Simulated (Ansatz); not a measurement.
AlNi (CsCl type)

```
CELL_PARAMETERS angstrom
      2.86332     0.00000     0.00000
      0.00000     2.86332     0.00000
      0.00000     0.00000     2.86332
ATOMIC_POSITIONS crystal
  Al 0.00000 0.00000 0.00000
  Ni 0.50000 0.50000 0.50000
```

The slice is a {100} plane (indices of the conventional cell) through the point (0.000, 0.000, 0.000) (fractional), spanned by u = [100] and v = [010] in vectors of this cell: u (2.86 Å) and v (2.86 Å, at 90° to u). It covers one period; positions are fractions (u, v).

Computed with r2SCAN (plane waves to 500 eV, PAW, scalar-relativistic; Ansatz, an electronic-structure program). k mesh 16×16×16. These are valence fields of a PAW run, semicore shells included where kept as valence: close to a nucleus they are smooth pseudo fields. AlNi is run without spin polarisation. AlNi was relaxed with its symmetry unable to fall. The PAW data are Ansatz's earlier set.

Three fields on this plane, each scaled to ten steps between its own extremes (0 low, 9 high; the total valence density on a logarithmic scale, the potential cut 8 eV below its top; x marks points blanked near nuclei; v = 0 in the bottom row):

Map A
```
|xxxxxxxxxx046777640xxxxxxxxx|
|xxxxxxxxxx146777641xxxxxxxxx|
|xxxxxxxxxx256787652xxxxxxxxx|
|xxxxxxxxx03578887530xxxxxxxx|
|xxxxxxxxx14678887641xxxxxxxx|
|xxxxxxxx0357889887530xxxxxxx|
|xxxxxxx025678999876520xxxxxx|
|xxxxxx02467899999876420xxxxx|
|xxxx013567899999998765310xxx|
|0012345678999999999876543210|
|3445567789999999999987765544|
|5666778899999999999998877666|
|7777888999999999999999888777|
|7778889999999999999999988877|
|7777888999999999999999888777|
|5666778899999999999998877666|
|3445567789999999999987765544|
|0012345678999999999876543210|
|xxxx013567899999998765310xxx|
|xxxxxx02467899999876420xxxxx|
|xxxxxxx025678999876520xxxxxx|
|xxxxxxxx0357889887530xxxxxxx|
|xxxxxxxxx14678887641xxxxxxxx|
|xxxxxxxxx03578887530xxxxxxxx|
|xxxxxxxxxx256787652xxxxxxxxx|
|xxxxxxxxxx146777641xxxxxxxxx|
|xxxxxxxxxx046777640xxxxxxxxx|
|xxxxxxxxxx035777530xxxxxxxxx|
```

Map B
```
|xxxxxxxxxx899999998xxxxxxxxx|
|xxxxxxxxxx899999998xxxxxxxxx|
|xxxxxxxxxx999999999xxxxxxxxx|
|xxxxxxxxx89999999998xxxxxxxx|
|xxxxxxxxx99998889999xxxxxxxx|
|xxxxxxxx9998877788999xxxxxxx|
|xxxxxxx999887666788999xxxxxx|
|xxxxxx99997655555679999xxxxx|
|xxxx899997654434456799998xxx|
|7889999876543222345678999988|
|9999998865432111234568899999|
|9999998754321000123457899999|
|9999987654210000012456789999|
|9999987653210000012356789999|
|9999987654210000012456789999|
|9999998754321000123457899999|
|9999998865432111234568899999|
|7889999876543222345678999988|
|xxxx899997654434456799998xxx|
|xxxxxx99997655555679999xxxxx|
|xxxxxxx999887666788999xxxxxx|
|xxxxxxxx9998877788999xxxxxxx|
|xxxxxxxxx99998889999xxxxxxxx|
|xxxxxxxxx89999999998xxxxxxxx|
|xxxxxxxxxx999999999xxxxxxxxx|
|xxxxxxxxxx899999998xxxxxxxxx|
|xxxxxxxxxx899999998xxxxxxxxx|
|xxxxxxxxxx799999997xxxxxxxxx|
```

Map C
```
|xxxxxxxxxx221000122xxxxxxxxx|
|xxxxxxxxxx332111233xxxxxxxxx|
|xxxxxxxxxx432111234xxxxxxxxx|
|xxxxxxxxx45432123454xxxxxxxx|
|xxxxxxxxx66543334566xxxxxxxx|
|xxxxxxxx7876544456787xxxxxxx|
|xxxxxxx799876555678997xxxxxx|
|xxxxxx79998766666789997xxxxx|
|xxxx468999887777788999864xxx|
|1234567888887777788888765432|
|2233456778888888888877654332|
|1122345667788999887766543221|
|0011234567789999987765432110|
|0011134567789999987765431110|
|0011234567789999987765432110|
|1122345667788999887766543221|
|2233456778888888888877654332|
|1234567888887777788888765432|
|xxxx468999887777788999864xxx|
|xxxxxx79998766666789997xxxxx|
|xxxxxxx799876555678997xxxxxx|
|xxxxxxxx7876544456787xxxxxxx|
|xxxxxxxxx66543334566xxxxxxxx|
|xxxxxxxxx45432123454xxxxxxxx|
|xxxxxxxxxx432111234xxxxxxxxx|
|xxxxxxxxxx332111233xxxxxxxxx|
|xxxxxxxxxx221000122xxxxxxxxx|
|xxxxxxxxxx121000121xxxxxxxxx|
```

Assign the maps to these fields: electron localisation function (ELF); valence electron density; electrostatic potential energy of an electron, from the cell's mean.

A is the electrostatic potential energy of an electron, from the cell's mean; B is the electron localisation function (ELF); C is the valence electron density.
